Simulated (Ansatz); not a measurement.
# Ge: computed property card

Ge:
Space group Fd-3m, origin choice 1 (No. 227); a = b = c = 7.497 Å, α = β = γ = 90.00°

```csv
atom,site,symmetry,x,y,z
Ge,16d,.-3m,0.6250,0.6250,0.6250
```
(The calculation used a cell of 4 atoms; values per cell refer to that cell.)

Space group Fd-3m (No. 227); conventional cell a = 7.497 Å, b = 7.497 Å, c = 7.497 Å, α = 90.00°, β = 90.00°, γ = 90.00°.

Method: plane-wave PAW r²SCAN (Ansatz code). Geometry: relaxed at this level of theory. Other levels are named where they apply.

### Cell and energy

| Item | Value |
|---|---|
| Volume per atom | 26.34 Å³ |
| Density | 4.58 g/cm³ |

### Electronic structure

| Quantity | Value |
|---|---|
| Electronic character | metallic (no gap) |
| Density of states at the Fermi level | 0.45 states/eV per atom (mean over ±0.08 eV) |
| Gap with spin–orbit coupling | none (metallic) |

### Mechanics

| Property | Result |
|---|---|
| Bulk modulus (Birch–Murnaghan fit) | 49.6 GPa |
| Pressure derivative B′ | 4.6 |
| Elastic constants (relaxed ions, GPa) | C11 = 53.7, C12 = 46.4, C44 = 36.1 |
| Mechanical stability | stable (all eigenvalues of C positive) |
| Hill bulk and shear moduli | 48.8 and 15.5 GPa |
| Young's modulus | 42.0 GPa |
| Poisson's ratio | 0.36 |
| Debye temperature from the elastic constants | 207 K |

### Phonons

| Quantity | Value |
|---|---|
| Highest zone-centre frequency | 303 cm⁻¹ |
| Zone-centre stability | unstable, softest mode 17i cm⁻¹ |

The workflow started from an entry of the Crystallography Open Database (COD). Its sites differ from those of the usual phase in this space group: another stacking or structure type. Symmetry was held in the r²SCAN relaxation; of distortions, only those at the zone centre were tested, and some modes there are weakly imaginary. The volume moved by 134 % from the start of the relaxation. As this level gives no gap, shear constants depend on the k-mesh and smearing (Fermi–Dirac, 0.1 eV here). As this level gives no gap, phonon frequencies hold no LO–TO term and depend on the k-mesh and smearing (Fermi–Dirac, 0.1 eV here). Spin–orbit coupling is left out wherever it is not named.

Potentials: the later of the program's two PAW sets.
